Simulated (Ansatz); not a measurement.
Space group I4/mmm (No. 139). a = 3.711 Å, b = 3.711 Å, c = 12.583 Å, α = 90.00°, β = 90.00°, γ = 90.00°
| atom | site | symmetry | x | y | z |
| --- | --- | --- | --- | --- | --- |
| Tl | 2a | 4/mmm | 0.0000 | 0.0000 | 0.0000 |
| Ni | 4d | -4m2 | 0.0000 | 0.5000 | 0.2500 |
| S | 4e | 4mm | 0.0000 | 0.0000 | 0.3463 |

Equation of state of this TlNi₂S₂ structure (not necessarily the ground state), with shape and atoms relaxed at each volume where symmetry leaves them free. It has no gap at any of these volumes. Theory: DFT PBEsol, scalar-relativistic, plane waves, PAW in Ansatz.

Settings: cutoff 420 eV, Γ-centred mesh 14×14×14 on the computed 5-atom cell, Gaussian smearing of 0.10 eV; no spin polarisation.

| V (Å³/atom) | E − E(largest V) (meV/atom) | P (GPa) |
| --- | --- | --- |
| 16.291 | 2.89 | 4.13 |
| 16.811 | -6.63 | 1.89 |
| 17.331 | -9.53 | 0.02 |
| 17.851 | -6.97 | -1.46 |
| 18.371 | 0.00 | -2.69 |

Task: Fit a third-order Birch–Murnaghan equation to E(V).

Result: V0 = 17.33 Å³/atom, B0 = 56 GPa, B0' = 5.8.

Spin-orbit coupling is left out, which matters for the bands of heavy elements. Spin polarisation was left out, and a magnetic state may lie lower.

Cost: 5 runs of about 7.9 core-minutes in all, on Intel Xeon 6975P-C (Granite Rapids) (shared hosts).